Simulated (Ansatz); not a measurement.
**All-electron card of Cd**

```
Cd
1.0
     2.97887    0.00000    0.00000
    -1.48944    2.57978    0.00000
     0.00000    0.00000    5.61765
Cd
2
Direct
  0.33333 0.66667 0.25000
  0.66667 0.33333 0.75000
```

Atoms are numbered in the order listed.

The cell is COD entry 9008490, as deposited and not checked against the literature; nothing was relaxed.

Method: DFT, PBEsol, all-electron LAPW, scalar-relativistic (Ansatz 0.2.0).

Settings: a Γ-centred 16×16×7 k mesh, Fermi–Dirac smearing of 0.05 eV, basis error target 1 meV/atom, no spin polarisation.

```json
{
 "Density of states at the Fermi level (0.2 eV bin)": "0.42 states/eV per cell",
 "Volume per atom": "21.59 Å³"
}
```

Task: Predict this quantity. Pressure at this cell.

Result: -1.56 GPa.

Task: Band gap: what does the calculation give?

Result: none: bands cross the Fermi level, a metal.
